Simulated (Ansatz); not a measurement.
Si$_{3}$Ge:
```
Si3Ge
1.0
    3.91387     0.00000     0.00000
    0.00000     3.91387     0.00000
    0.00000     0.00000     5.52721
Si Ge
3 1
Direct
  0.50000   0.00000   0.75589
  0.00000   0.00000   0.00000
  0.00000   0.50000   0.24411
  0.50000   0.50000   0.50000
```

Relaxed with PBE. Special points in fractions of this cell's reciprocal vectors: Γ (0.000, 0.000, 0.000); X (0.000, 0.500, 0.000); M (0.500, 0.500, 0.000); Z (0.000, 0.000, 0.500); R (0.000, 0.500, 0.500); A (0.500, 0.500, 0.500).

Question: List the band energies nearest the valence-band maximum at these points for PBE (plane waves, PAW; program Ansatz).

Answer: In eV from the valence-band maximum; about four levels below and three above (degenerate sets whole), none deeper than 8.9 eV; points with the same levels are listed once.

```csv
k,below,above
Γ,-2.87 -2.87 -0.04 0.00 0.00,0.67 0.84 2.23
X,-3.73 -3.65 -1.52 -1.21,2.14 2.52 4.59
M,-2.92 -2.85 -2.85 -2.78,0.39 0.85 0.85
Z,-2.04 -2.04 -1.75 -1.75,0.92 1.25 3.07
R,-1.43 -1.25 -1.21 -1.06,0.89 1.33 3.22
A,-3.79 -3.79 -3.79 -3.72,4.19 4.36 4.36
```

Space group P-4m2. The start of the workflow was typed in or built on a structure type; neither database checked (COD, Materials Project) lists it. Whether it is the stable phase at ambient conditions was not checked. Symmetry was held in the PBE relaxation; its stability against distortions is not shown here. Scalar-relativistic: spin–orbit coupling is off unless named, which matters more the heavier the elements.

Potentials: the earlier of the program's two PAW sets.
